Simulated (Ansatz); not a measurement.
Relaxed-ion elastic tensor of LaH₃ in space group Fm-3m (No. 225; La on 4a, H on 4b, H on 8c) in GPa (Voigt order), PBEsol in the plane-wave PAW code Ansatz; density 5.66 g/cm³, 10.41 Å³ per atom.

```
93.7  80.8  80.8   0.0   0.0   0.0
80.8  93.7  80.8   0.0   0.0   0.0
80.8  80.8  93.7   0.0   0.0   0.0
 0.0   0.0   0.0  79.0   0.0   0.0
 0.0   0.0   0.0   0.0  79.0   0.0
 0.0   0.0   0.0   0.0   0.0  79.0
```

Problem. Is the crystal mechanically stable?

Solution. Yes: the smallest eigenvalue of C is 12.9 GPa.

Problem. Work out the Voigt and Reuss bounds. Is their mean of use?

Solution. K_V = 85.1, K_R = 85.1; G_V = 50.0, G_R = 14.4 GPa. The bounds lie so far apart that a Hill average or a Debye temperature from it would say little.

The workflow started from a Materials Project entry (that database holds measured and hypothetical structures alike); the Crystallography Open Database copy checked does not list it. Whether it is the stable phase at ambient conditions was not checked. Symmetry was held in the PBEsol relaxation; of distortions, only those at the zone centre were tested. As this level gives no gap, shear constants depend on the k-mesh and smearing (Fermi–Dirac, 0.1 eV here). Scalar-relativistic: spin–orbit coupling is off unless named, which matters more the heavier the elements.

Potentials: the later of the program's two PAW sets.
